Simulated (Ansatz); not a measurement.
CsCdCl₃ (cubic perovskite)

```
CELL_PARAMETERS angstrom
      5.11311     0.00000     0.00000
      0.00000     5.11311     0.00000
      0.00000     0.00000     5.11311
ATOMIC_POSITIONS crystal
  Cs 0.00000 0.00000 0.00000
  Cd 0.50000 0.50000 0.50000
  Cl 0.00000 0.50000 0.50000
  Cl 0.50000 0.00000 0.50000
  Cl 0.50000 0.50000 0.00000
```

A phonon eigenvector at Γ is frozen into this cell: atom i moves by Q times the vector below, so Q is the largest atomic displacement, in Å. The cell is held. It is one choice among 3 degenerate patterns.

| atom | x | y | z |
|---|---|---|---|
| Cs1 | 0.000 | 0.000 | -0.003 |
| Cd2 | 0.000 | 0.000 | 0.220 |
| Cl3 | 0.000 | 0.000 | 0.156 |
| Cl4 | 0.000 | 0.000 | 0.156 |
| Cl5 | 0.000 | 0.000 | -1.000 |

All values below come from LDA (plane waves to 420 eV, PAW, scalar-relativistic; Ansatz, a first-principles code). k mesh 7×7×7 (Γ-centred), Fermi-Dirac smearing 0.05 eV. The energy includes the smearing's −TS. CsCdCl3 was relaxed with its symmetry unable to fall. The zero of ΔE is the undisplaced structure.

```
Q (Å)    ΔE (meV/cell)
-------  -------------
-0.2800       withheld
-0.2333            332
-0.1867            202
-0.1400            109
-0.0933             47
-0.0467             12
0.0000               0
0.0467              12
0.0933              47
0.1400             109
0.1867             202
0.2333             332
0.2800        withheld
```

### Question
Fit an even polynomial form (powers 2, 4) to the given rows and predict ΔE at Q = 0.2800.

### Answer
Least squares on the 11 given rows: ΔE = (5260)·Q² + (15410)·Q⁴, in meV/cell with Q in Å; root-mean-square residual 0.2 meV/cell. At 0.2800 the fit gives 507 meV/cell; the calculation gives 509 meV/cell, so the extrapolation is off by -2 (-0.4 %). The quadratic term alone would give 412 meV/cell.

(A displaced cell: forces are minus the slopes of the energy, force constants its curvatures, and phonons follow from these.)
